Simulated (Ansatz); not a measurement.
Given:

SiCO$_{4}$:
```yaml
crystal:
  lattice:
    - [-2.17791, 2.17791, 3.27548]
    - [2.17791, -2.17791, 3.27548]
    - [2.17791, 2.17791, -3.27548]
  atoms:
    - { symbol: Si, position: [0.00000, 0.00000, 0.00000] }
    - { symbol: C, position: [0.75000, 0.25000, 0.50000] }
    - { symbol: O, position: [0.41284, 0.27685, 0.42637] }
    - { symbol: O, position: [0.85048, 0.98647, 0.57363] }
    - { symbol: O, position: [0.72315, 0.14952, 0.13599] }
    - { symbol: O, position: [0.01353, 0.58716, 0.86401] }
```

This is the r²SCAN-relaxed structure.

Task: All from DFT-r²SCAN in the program Ansatz with PAW potentials, unless another level is named. Predict the band gap.

Result: 7.90 eV (indirect).

Task: What about the smallest direct gap on the standard path?

Result: 8.24 eV.

Task: Next, the valence-band maximum?

Result: at M.

Task: Predict the weight of the conduction-edge state by species (Voronoi cells).

Result: O 76 %, Si 18 %, C 6 %.

Task: Next, the conduction-band minimum?

Result: at Γ.

Space group I-4. The start of the workflow was typed in or built on a structure type; neither database checked (COD, Materials Project) lists it. Its standing as an ambient phase is unchecked. Symmetry was held in the r²SCAN relaxation; its stability against distortions is not shown here.

Potentials: the earlier of the program's two PAW sets.
